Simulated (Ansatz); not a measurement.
# Single point on CaNb

Cell: generated CaNb built from an hcp lattice with alternating layers and then distorted, expanded.

PBE on plane waves with cell-specific all-electron datasets, no frozen core: scalar relativity, no spin–orbit coupling, cores by Dirac's equation, point nucleus (Ansatz). Sampling: 3×3×2 (shift 0.0, 0.0, 0.5 mesh steps) mesh with 0.15 eV Fermi–Dirac smearing (a coarse mesh, not converged over the zone). In metals such a mesh can move stress, forces and moments by their own size. No spin polarisation. The cell's electron count is odd, so a run with spin could end lower. Labels count atoms in the order given.

```
Nb Ca
1.0
     3.35117   -0.03055   -0.06711
    -1.70205    2.99492    0.06123
    -0.10959    0.05218    5.42652
Nb Ca
1 1
Direct
  0.50888 0.63619 0.44449
  0.82149 0.27747 0.94710
```

| atom | Fx (eV/Å) | Fy (eV/Å) | Fz (eV/Å) |
| --- | --- | --- | --- |
| Nb1 | 0.010 | -0.022 | 0.064 |
| Ca2 | -0.010 | 0.022 | -0.064 |

Stress tensor (GPa, compression positive):
```
-7.89  0.13  0.91
 0.13 -7.76 -0.50
 0.91 -0.50 -1.55
```

```yaml
Pressure: -5.74 GPa
Largest_force: 0.069 eV/Å
```
